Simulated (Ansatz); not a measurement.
Clean, relaxed (100) surface of W, space group Im-3m (No. 229) (top face towards +c; atoms held fixed, by place in the list: 1, 2):

```
W
1.0
     3.15436    0.00000    0.00000
     0.00000    3.15436    0.00000
     0.00000    0.00000   23.30872
W
5
Direct
  0.50000 0.50000 0.36467
  0.00000 0.00000 0.43234
  0.50000 0.50000 0.49852
  0.00000 0.00000 0.56821
  0.50000 0.50000 0.62813
```

Level of theory: DFT PBEsol, scalar-relativistic, plane waves, PAW in Ansatz 0.2.0. Settings: cutoff 420 eV, Γ-centred mesh 9×9×1 on the computed 5-atom cell, Gaussian smearing of 0.10 eV; no spin polarisation. A dipole correction removes the field between periodic images along c.

E_ads counts from the clean slab and the free adsorbate (spin-polarised where it has unpaired electrons); negative means bound. With the adsorbate the cell is lengthened along c to keep the vacuum.

Q: O (atom) is put at the bridge (W-W) at (0.00, 0.50) site, one adsorbate per 9.9 Å². What structure does it relax to?

A: E_ads = -7.54 eV. Contacts: O–W 1.93 Å.

```
W O
1.0
     3.15436    0.00000    0.00000
     0.00000    3.15436    0.00000
     0.00000    0.00000   25.30872
W O
5 1
Direct
  0.50000 0.50000 0.33585
  0.00000 0.00000 0.39817
  0.50000 0.50000 0.46005
  0.00000 0.00000 0.52045
  0.50000 0.50000 0.58677
  0.00000 0.50000 0.63071
```

Each end is the local minimum or symmetric point that its start leads to. The slab is only 6.3 Å thick, so the energies aren't converged with thickness.

Spin polarisation was left out, and a magnetic state may lie lower.